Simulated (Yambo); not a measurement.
Quantum ESPRESSO input (PBEsol, PseudoDojo standard norm-conserving files, scalar-relativistic) whose wavefunctions are converted with p2y:

```
&CONTROL
  calculation = 'nscf'
  pseudo_dir = './pseudo'
  outdir = './out'
/
&SYSTEM
  ibrav = 0
  nat = 2
  ntyp = 2
  ecutwfc = 82.0
  ecutrho = 328.0
  occupations = 'fixed'
  force_symmorphic = .true.
  nbnd = 131
/
&ELECTRONS
  conv_thr = 2e-09
  diago_full_acc = .true.
  diago_thr_init = 1e-08
/
ATOMIC_SPECIES
Ag 107.8682 Ag.upf
I 126.9045 I.upf
CELL_PARAMETERS angstrom
  0.000000000000   3.222837525000   3.222837525000
  3.222837525000   0.000000000000   3.222837525000
  3.222837525000   3.222837525000   0.000000000000
ATOMIC_POSITIONS crystal
Ag   0.000000000000   0.000000000000   0.000000000000
I   0.250000000000   0.250000000000   0.250000000000
K_POINTS automatic
2 2 2 0 0 0
```

Yambo's initialisation report on symmetry, reciprocal space, the k grid and the gaps on this mesh:

```
  [02.02] Symmetries
  ==================

  Inversion symmetry    : yes
  Spatial inversion     : no
  Inversion index       :  25
  K-space Time-reversal : yes
  Magnetic symmetries   : no
  Time-reversal derived K-space symmetries:   25   48
  Group table correct   : yes
  Symmetries units      :  [cc]

  [02.03] Reciprocal space
  ========================

  nG shells         :   414
  nG charge         :   45239
  nG WFs            :   6597
  nC WFs            :   5769
  G-vecs. in first 41 shells:  [ Number ]
     1    9   15   27   51   59   65   89  113
    137   169   181   229   259   283   307   331   339
    387   411   459   531   537   561   609   645   701
    725   749   821   869   893   941   965  1037  1067
   1139  1211  1243  1291  1363
  ...
  Shell energy in first 41 shells:  [ mHa ]
    0.00000      399.132      532.176      1064.35      1463.48      1596.53      2128.70      2527.84      2660.88
    3193.06      3592.19      4257.41      4656.54      4789.58      5321.76      5720.89      5853.93      6386.11
    6785.24      6918.29      7450.46      7849.59      8514.81      8913.95      9046.99      9579.17      9978.30
    10111.3      10643.5      11042.6      11175.7      11707.9      12107.0      12772.2      13171.4      13304.4
    13836.6      14235.7      14368.7      15300.1      15433.1
  ...

  [02.04] K-grid lattice
  ======================

  Compatible Grid is   : 3D
  Base K vectors       :  K_min[ 1 ]  K_min[ 2 ]  K_min[ 3 ]
  K_min[ 1 ] :  0.500000  0.500000  0.500000 [rlu]
  K_min[ 2 ] : -0.500000  0.000000  0.000000 [rlu]
  K_min[ 3 ] :  0.000000 -0.500000  0.000000 [rlu]
  Grid dimensions      :  2  2  2
  K lattice UC volume  :  0.068629 [a.u.]

  IBZ K-points                                      :  3
  BZ  K-points                                      :   8

  K/Q-points units:
  rlu = crystal or reduced units; cc = cartesian coordinates; iku = interal k-units

  K [1]          [rlu]:  0.000000  0.000000  0.000000
         WF components:   5769
  K [2]          [rlu]:  0.000000  0.000000 -0.500000
         WF components:   5624
  K [3]          [rlu]:  0.000000 -0.500000 -0.500000
         WF components:   5658

  [02.05] Energies & Occupations
  ==============================

  [X] === General ===
  [X] Electronic Temperature                        :  0.000000  0.000000 [eV K]
  [X] Bosonic    Temperature                        :  0.000000  0.000000 [eV K]
  [X] Finite Temperature mode                       : no
  [X] El. density                                   :  0.38835E+24 [cm-3]
  [X] Fermi Level                                   :  5.818686 [eV]

  [X] === Gaps and Widths ===
  [X] Conduction Band Min                           :  1.195517 [eV]
  [X] Valence Band Max                              :  0.000000 [eV]
  [X] Filled Bands                                  :  13
  [X] Empty Bands                                   :   14  131
  [X] Direct Gap                                    :  1.195517 [eV]
  [X] Direct Gap localized at k                     :  1
  [X] Indirect Gap                                  :  1.195517 [eV]
  [X] Indirect Gap between kpts                     :  1  1
  [X] Last valence band width                       :  1.876076 [eV]
  [X] 1st conduction band width                     :  2.230782 [eV]
```
The gaps are PBEsol values on this mesh alone; only operations without fractional translations are kept.

Spin-orbit coupling is not included.

Geometry relaxed with PBEsol.
